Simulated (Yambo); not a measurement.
Yambo run on MgH$_{2}$ (rutile, space group P4_2/mnm, No. 136). The wavefunctions are PBEsol (pw.x of Quantum ESPRESSO, ONCV potentials, no spin-orbit coupling) ones on a 4×4×6 mesh (12 occupied bands); a = b = 4.4767 Å, c = 2.9925 Å, α = β = γ = 90.00°.

Yambo input:

```
rim_cut
gw0
dyson
el_el_corr
HF_and_locXC
ppa
em1d
RandQpts= 1000000
RandGvec= 1 Ry
EXXRLvcs= 84 Ry
VXCRLvcs= 336 Ry
Chimod= "HARTREE"
% BndsRnXp
 9 | 71 |
%
NGsBlkXp= 8 Ry
% LongDrXp
 1.0 | 1.0 | 1.0 |
%
PPAPntXp= 27.2114 eV
% GbndRnge
 1 | 71 |
%
GTermKind= "BG"
DysSolver= "n"
ExtendOut
% QPkrange
 5 | 5 | 12 | 13 |
 24 | 24 | 13 | 13 |
%
```

k points by index: 5 = (0, 0.25, 0), 24 = A.

Resulting energies as the program prints them:

```
#    K-point    Band    Eo [eV]    E [eV]    E-Eo [eV]    Vxc [eV]    Vnlxc [eV]    Sc|Eo [eV]    Sc|E [eV]    dSc/dw|Eo [eV]    Re(Z)    Im(Z)
#
    5    12    0.000000    -1.277597    -1.277597    -11.46838    -14.94299    1.838280    2.197010    -7.639527    0.780790    -0.001831
    5    13    4.564856    5.372551    0.807695    -8.750439    -4.467977    -3.295046    -3.474767    -6.053604    0.818016    -0.001607
    24    13    3.739989    4.645815    0.905825    -9.398927    -5.062801    -3.228058    -3.430301    -6.074377    0.817505    -0.001579
```
(The two width columns are left out.) Convergence of these settings isn't established.

Geometry of the Materials Project entry, not relaxed at this level.
